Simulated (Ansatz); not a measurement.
NaCl (CsCl type, Pm-3m), LDA (plane waves, PAW; program Ansatz). The conduction-band minimum lies at Γ, with 1 equivalent valley. Second derivatives d²E/dk² of the lowest band at one valley (eV·Å²), along Cartesian directions:

| direction | d²E/dk² |
|---|---|
| [100] | 22.11 |
| [010] | 22.11 |
| [001] | 22.11 |
| [110] | 22.12 |
| [101] | 22.12 |
| [011] | 22.12 |

Problem. Find the principal effective masses, the density-of-states mass and the conductivity mass.

Solution. Off-diagonal terms follow from H_xy = H[110] − (H_xx + H_yy)/2, and m*/mₑ = 7.620 eV·Å² over each eigenvalue: 0.34, 0.34, 0.34. One valley's DOS mass (m₁m₂m₃)^(1/3) = 0.34, conductivity mass 3/(Σ 1/mᵢ) = 0.34 mₑ.

Problem. What effective density of states Nc follows at 300 K for parabolic valleys?

Solution. Nc = 2.509e19 × 1 × (0.34)^(3/2) ≈ 5.0e18 cm⁻³.

Problem. With the computed static dielectric constant 12.7 (mean of the diagonal), estimate a hydrogenic donor's binding energy and radius.

Solution. E = 13.606 eV × 0.34/12.7² ≈ 29 meV; a = 0.529 Å × ε/m* ≈ 20 Å. Semilocal masses tend to be too small where the gap is.

Problem. With ε∞ = 2.89 and ω_LO = 237 cm⁻¹, what Fröhlich coupling constant follows?

Solution. α = (1/ε∞ − 1/ε0) √(m* × 13.606 eV/ħω_LO) = 3.4.

This is a known high-pressure phase of the composition, computed here at zero pressure and temperature. The cell was relaxed with LDA under the symmetry of its start. At this level the phase is dynamically unstable (imaginary phonons).

Potentials: the earlier of the program's two PAW sets.
